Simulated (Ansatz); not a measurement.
B: computed property card

B:
```
B
1.0
    4.14558     0.00000     0.00000
    0.00000     4.14558     0.00000
    0.00000     0.00000     4.14558
B
6
Direct
  0.19489   0.50000   0.50000
  0.80511   0.50000   0.50000
  0.50000   0.19489   0.50000
  0.50000   0.80511   0.50000
  0.50000   0.50000   0.19489
  0.50000   0.50000   0.80511
```

Space group Pm-3m (No. 221); conventional cell a = 4.146 Å, b = 4.146 Å, c = 4.146 Å, α = 90.00°, β = 90.00°, γ = 90.00°.

Method: DFT-r²SCAN in the program Ansatz with PAW potentials. Geometry: relaxed at this level of theory. Other levels are named where they apply.

Cell and energy:

| Item | Result |
|---|---|
| Volume per atom | 11.87 Å³ |
| Density | 1.51 g/cm³ |

Electronic structure:

| Property | Result |
|---|---|
| Electronic character | metallic (no gap) |
| Density of states at the Fermi level | 0.60 states/eV per atom (mean over ±0.08 eV) |

Mechanics:

| Item | Value |
|---|---|
| Bulk modulus (Birch–Murnaghan fit) | 1310 kbar |
| Pressure derivative B′ | 3.4 |
| Elastic constants (relaxed ions, GPa) | C11 = 170, C12 = 110, C44 = 31.3 |
| Mechanical stability | stable (all eigenvalues of C positive) |
| Hill bulk and shear moduli | 130 and 30.7 GPa |
| Young's modulus | 85.4 GPa |
| Poisson's ratio | 0.39 |
| Debye temperature from the elastic constants | 665 K |

The start of the workflow was typed in or built on a structure type; neither database checked (COD, Materials Project) lists it. It is not the phase usual at ambient conditions (space group No. 166). Symmetry was held in the r²SCAN relaxation; its stability against distortions is not shown here. As this level gives no gap, shear constants depend on the k-mesh and smearing (Fermi–Dirac, 0.1 eV here).

Potentials: the later of the program's two PAW sets.
